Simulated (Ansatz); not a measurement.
SbAs, DFT, PBEsol, PAW with Ansatz's default frozen-core files, scalar-relativistic (Ansatz 0.2.0), run on 1 thread of Arm Neoverse V2 on a shared host.

The cell comes from COD entry 9001315, which wasn't checked; take it as a given geometry. The listed cell was then made from it by scaling, straining or moving an atom.

Command: `ansatz run input.yaml --threads 1 --pin off --max-ram 3072MiB --backend cpu --events-out ev --progress --plain --runs-dir out`

```yaml
crystal:
  lattice:
    - [2.0127488605, 1.1620610964, 3.5762067]
    - [-2.0127488605, 1.1620610964, 3.5762067]
    - [0.0, -2.3241221929, 3.5762067]
  atoms:
    - { symbol: Sb, position: [0.5, 0.5, 0.5] }
    - { symbol: As, position: [0.0, 0.0, 0.0] }
kpoints:
  mp_grid: { grid: [11, 11, 11] }
scf:
  occupations: { method: fermi_dirac, width: 0.05 }
hamiltonian:
  xc: pbesol
  pseudopotentials: { kind: paw }
output:
  forces: true
  stress: true
  eigenvalues: true
  efg: { contact_densities: true }
  write_density: true
  write_potential: true
  elf: true
  volumetric_format: npy
```

Task: How large is the problem that the program sets up?

Result: 146 irreducible k-points, 983 plane waves at Γ, 19 bands.

Task: Estimate the wall time and the peak memory.

Result: 9.7 s of wall time for 7 SCF iterations, with a peak of 0.46 GiB. Times on shared machines scatter by tens of per cent.

Task: And the same cell and mesh by all-electron PAW (datasets made for this crystal), asked for forces, stress, eigenvalues, efg, on the same hardware?

Result: 6.7 s, peak memory 0.47 GiB.
